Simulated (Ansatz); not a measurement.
**ScF$_{3}$: two-dimensional strain map**

Method: Ansatz, DFT LDA, scalar-relativistic, plane waves, PAW. Settings: plane waves to 420 eV, k-mesh 6×6×6 (Γ-centred), Gaussian smearing 0.05 eV. No spin polarisation. Energies are free energies at this smearing, counted from the undisturbed cell; pressure is positive in compression.

Zero of the scan (as given, not relaxed at this level; it stands at -3.0 GPa):

```xyz
4
Lattice="4.0125 0.0000 0.0000 0.0000 4.0125 0.0000 0.0000 0.0000 4.0125" Properties=species:S:1:pos:R:3 pbc="T T T"
Sc    0.0000    0.0000    0.0000
F     2.0062    0.0000    0.0000
F     0.0000    2.0062    0.0000
F     0.0000    0.0000    2.0062
```

The cell is strained by p along both x and y and by q along z, fractional coordinates fixed. Points are written (p, q).

p was sampled at -0.080, -0.040, 0.000, 0.040, 0.080 and q at -0.080, -0.040, 0.000, 0.040, 0.080.

**Question.** Where on the computed points is the energy highest, and how high?

**Answer.** At (-0.080, -0.080): 298.5 meV/atom.

**Question.** Away from (0, 0), which computed point is lowest?

**Answer.** (0.000, -0.040): 11.3 meV/atom.

The map, in meV/atom:

| p \ q | -0.080 | -0.040 | 0.000 | 0.040 | 0.080 |
| --- | --- | --- | --- | --- | --- |
| -0.080 | 298.5 | 209.2 | 183.8 | 201.0 | 246.4 |
| -0.040 | 124.3 | 43.8 | 25.9 | 49.6 | 100.3 |
| 0.000 | 84.3 | 11.3 | 0.0 | 29.5 | 85.3 |
| 0.040 | 133.7 | 67.1 | 61.6 | 96.1 | 156.5 |
| 0.080 | 241.7 | 180.3 | 179.6 | 218.8 | 283.2 |